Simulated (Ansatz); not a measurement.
W (diamond type), DFT, PBEsol, all-electron PAW with datasets made for the crystal, scalar-relativistic (Ansatz 0.2.0), on 1 thread of Arm Neoverse V1 (shared host).

Command: `ansatz run input.yaml --threads 1 --pin off --max-ram 2048MiB --backend cpu --events-out ev --progress --plain --runs-dir out`

```yaml
crystal:
  lattice:
    - [0.0, 2.2061722399, 2.2061722399]
    - [2.2061722399, 0.0, 2.2061722399]
    - [2.2061722399, 2.2061722399, 0.0]
  atoms:
    - { symbol: W, position: [-0.125, -0.125, -0.125] }
    - { symbol: W, position: [0.125, 0.125, 0.125] }
kpoints:
  mp_grid: { grid: [14, 14, 14] }
scf:
  occupations: { method: fermi_dirac, width: 0.1 }
hamiltonian:
  xc: pbesol
  pseudopotentials: { kind: all_electron, datasets: crystal }
output:
  forces: true
  stress: true
  eigenvalues: true
```

Question: How large is the problem that the program sets up?

Answer: 104 irreducible k-points, 537 plane waves at Γ, 21 bands.

Question: About how long does it take, and how much memory?

Answer: 64 s of wall time for 13 SCF iterations, with a peak of 1.1 GiB. Times on shared machines scatter by tens of per cent.
